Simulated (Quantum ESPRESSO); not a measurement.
SiGa2ZnN4, convergence and cost over cutoff and k mesh

Simulated, not a measurement. The program is pw.x of Quantum ESPRESSO 7.5 (plane-wave density functional theory). The cell is made up: 8 atoms on a wurtzite lattice, with randomly drawn elements, strain and displacements, not relaxed. PseudoDojo standard norm-conserving files (v0.5 for PBE, v0.4.1 for LDA and PBEsol) set the functional; there is no spin polarisation, spin-orbit coupling or dispersion term, and the masses in the input are unused placeholders.

Input of the run in row 4:

```
&control calculation='scf', pseudo_dir='./dojo.nc.sr.pbe.v0_5.standard.upf', outdir='./o', disk_io='medium', tprnfor=.true., tstress=.true. /
&system ibrav=0, nat=8, ntyp=4, nbnd=41, ecutwfc=84.00895049, nosym=.true., tot_charge=0,
 occupations='smearing', smearing='fd', degauss=0.0018374661
/
&electrons conv_thr=7.350e-09, electron_maxstep=60, /
ATOMIC_SPECIES
Ga 1.0 Ga.upf
N 1.0 N.upf
Si 1.0 Si.upf
Zn 1.0 Zn.upf
CELL_PARAMETERS angstrom
3.1535 0.0519 0.0277
0.0898 5.4722 -0.0172
0.0453 -0.0162 5.1966
ATOMIC_POSITIONS angstrom
Si 0.0081 -0.027 0.0792
Ga 1.7889 2.7494 0.0522
Zn 1.7087 0.9498 2.5696
Ga 0.1334 3.5948 2.6352
N -0.0099 -0.0448 1.911
N 1.6121 2.7001 1.8923
N 1.7195 1.0006 4.7097
N 0.0487 3.7619 4.4928
K_POINTS automatic
6 4 4 1 1 1
```

The same cell was run at these settings. Meshes are shifted by half a step, and differences are from the last row, which is itself not exact.

| cutoff (eV) | k mesh | k points solved | threshold (eV) | free energy less the last row's (eV) | pressure (GPa) | largest stress difference (GPa) | largest force difference (eV/Å) | iterations | wall time (s) | k-point pools | processor |
| --- | --- | --- | --- | --- | --- | --- | --- | --- | --- | --- | --- |
| 800 | 2 x 2 x 2 | 4 | 1e-04 | 2.409 | -52.00 | 61.45 | 0.168 | 8 | 26 | 1 | AMD EPYC, Zen 5 class |
| 1143 | 2 x 2 x 2 | 4 | 1e-07 | -0.826 | 2.94 | 5.47 | 0.165 | 13 | 35 | 1 | AMD EPYC, Zen 5 class |
| 594 | 6 x 4 x 4 | 48 | 1e-07 | 66.725 | -557.43 | 561.54 | 0.236 | 12 | 164 | 1 | AMD EPYC, Zen 5 class |
| 1143 | 6 x 4 x 4 | 48 | 1e-07 | 0.000 | 3.69 | 0.04 | 0.003 | 13 | 313 | 1 | AMD EPYC, Zen 5 class |
| 1437 | 8 x 6 x 6 | 144 | 1e-07 | 0.000 | 3.67 | 0.00 | 0.000 | 13 | 1500 | 1 | AMD EPYC, Zen 5 class |

Each pool is one process. Wall times include start-up and a band step at six k points, which weighs most on the coarsest meshes. The runs were on shared virtual cores whose load varied, so times are rough.